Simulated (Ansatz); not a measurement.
Here is the system:

BAs:
Space group Fm-3m (No. 225); a = b = c = 4.5708 Å, α = β = γ = 90.00°

| atom | site | symmetry | x | y | z |
|---|---|---|---|---|---|
| B | 4a | m-3m | 0.0000 | 0.0000 | 0.0000 |
| As | 4b | m-3m | 0.5000 | 0.5000 | 0.5000 |
(The calculation used a cell of 2 atoms; values per cell refer to that cell.)

This is the PBEsol-relaxed structure.

### Question
All from PBEsol (plane waves, PAW; program Ansatz), unless another level is named. Estimate the Young's modulus.

### Answer
163 GPa.

### Question
Next, the elastic constants (relaxed ions, GPa)?

### Answer
C11 = 229, C12 = 97.1, C44 = 60.3.

The start of the workflow was typed in or built on a structure type; neither database checked (COD, Materials Project) lists it. It is not the phase usual at ambient conditions (space group No. 216). The cell was relaxed with PBEsol under the symmetry of its start. At this level the phase is dynamically unstable (imaginary phonons). Its formation energy is positive at this level, so the cell may be metastable or incomplete. As this level gives no gap, shear constants depend on the k-mesh and smearing (Fermi–Dirac, 0.1 eV here).

Potentials: the earlier of the program's two PAW sets. The files were generated under PBE; for other functionals the program regenerates the frozen cores, and for LDA and PBEsol the local potential too.
